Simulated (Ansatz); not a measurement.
Given:

SiO$_{2}$:
```
SiO2
1.0
    4.15495     0.00000     0.00000
    0.00000     4.15495     0.00000
    0.00000     0.00000     2.66142
Si O
2 4
Direct
  0.00000   0.00000   0.00000
  0.50000   0.50000   0.50000
  0.30559   0.30559   0.00000
  0.80559   0.19441   0.50000
  0.19441   0.80559   0.50000
  0.69441   0.69441   0.00000
```

This is the LDA-relaxed structure.

All from plane-wave PAW LDA (Ansatz code), unless another level is named. Estimate the electron effective mass.

0.40, 0.52, 0.52 mₑ (principal values).

And the hole effective mass?

1.1, 1.1, 1.7 mₑ (principal values).

And the band gap?

5.81 eV (direct).

What about the weight of the valence-edge state by species (Voronoi cells)?

O 99 %.

Give the valence-band maximum.

at Γ.

And the weight of the conduction-edge state by species (Voronoi cells)?

O 54 %, Si 46 %.

Space group P4_2/mnm (rutile). This is a known high-pressure phase of the composition, computed here at zero pressure and temperature. Symmetry was held in the LDA relaxation; phonons on a q-mesh show no instability.

Potentials: the later of the program's two PAW sets.
